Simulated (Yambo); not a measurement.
G0W0@PBEsol for Rb2LiScF6 (space group Fm-3m, No. 225) in Yambo. Reference settings: 2×2×2 Γ-centred k mesh, bands 3 to 290 and a 8 Ry block in the screening, 290 bands in G with the Bruneval-Gonze terminator, plasmon pole fitted at 27.2 eV. The PBEsol gap Γ → Γ on this mesh is 6.74 eV; G0W0 gaps are taken between the same points.

| change from the reference | G0W0 gap Γ → Γ (eV) | shift of the valence edge (eV) |
|---|---|---|
| reference settings | 11.88 | -2.25 |
| no terminator | 12.00 | -2.06 |
| 3 Ry block | (withheld) | -2.59 |
| 7 Ry block | 11.89 | -2.26 |
| 187 bands in G | 11.88 | -2.25 |
| 112 bands in G, no terminator | 12.09 | -1.70 |
| pole fitted at 55 eV | 12.02 | -2.34 |
| 138 bands in W | 11.96 | -2.16 |

Problem. Estimate the withheld gaps from the other rows; the computed values follow.

Solution. 
- 3 Ry block, G0W0 gap Γ → Γ (eV): 12.42

The reference isn't shown to be the converged limit.

Geometry of the Materials Project entry, not relaxed at this level; primitive cell a = b = c = 5.9871 Å, α = β = γ = 60.00°.

The structure is a Materials Project entry; no match was found in the copy of COD used, and its stability was not checked.

A shift is the quasiparticle energy of the state minus its PBEsol energy.
